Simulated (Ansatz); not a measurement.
SrSnP in space group P4/nmm (No. 129; Sr on 2c, Sn on 2c, P on 2c), plane-wave PAW PBE (Ansatz code), all energies at zero smearing, with the estimated change up to a 700 eV cutoff added, with one set of potentials and settings (totals compare only within such a set). Cell of 6 atoms (2 Sr, 2 Sn, 2 P): -20652.800 eV.

```
element             reference phase  E (eV/atom)
-------  --------------------------  -----------
Sr        C2/m, 3 atoms in the cell   -3544.2201
Sn       Fd-3m, 2 atoms in the cell   -6024.2128
P         Cmce, 4 atoms in the cell    -755.6743
```

Formation energy per atom, worked out: (-20652.800 − 2×(-3544.2201) − 2×(-6024.2128) − 2×(-755.6743))/6 = -0.764 eV/atom (-74 kJ per mol of atoms), at 0 K, without zero-point energy or fitted corrections.

The first step of the workflow began from a Materials Project structure, measured or hypothetical; the Crystallography Open Database copy checked does not list it. Its standing as an ambient phase is unchecked. Symmetry was held in the PBE relaxation; whether a distortion lowers the energy is not shown. The references are the lowest solids computed at this level, not always the standard phases. Spin–orbit coupling is left out wherever it is not named.

Potentials: the later of the program's two PAW sets.
